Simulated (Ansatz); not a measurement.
This cell of CdSe (wurtzite) is off equilibrium:

```yaml
crystal:
  lattice:
    - [4.42627, 0.00000, 0.00000]
    - [-2.21314, 3.83327, 0.00000]
    - [0.00000, 0.00000, 7.22551]
  atoms:
    - { symbol: Cd, position: [0.66667, 0.33333, 0.00047] }
    - { symbol: Cd, position: [0.33333, 0.66667, 0.50047] }
    - { symbol: Se, position: [0.66667, 0.33333, 0.62473] }
    - { symbol: Se, position: [0.33333, 0.66667, 0.12473] }
```

Level of theory: PBE (plane waves to 420 eV, PAW, scalar-relativistic; Ansatz, an electronic-structure program). k mesh 9×9×5 (Γ-centred), Fermi-Dirac smearing 0.05 eV. Energies are smeared free energies. Stress and pressure are positive under compression. CdSe was relaxed with its symmetry unable to fall. The PAW data are Ansatz's earlier set.

Question: Give the stress tensor in GPa and the pressure.

Answer: 
```
  -1.23     0.00     0.00
   0.00    -1.23     0.00
   0.00     0.00    -1.23
```
The pressure, a third of the trace, is -1.23 GPa.

Question: It is the relaxed cell scaled evenly to V/V₀ = 1.030, atoms relaxed where free. What is its energy relative to the relaxed cell?

Answer: 3.5 meV/atom.

(Under strain, the slope of the energy per volume gives the stress and its curvature an elastic modulus.)
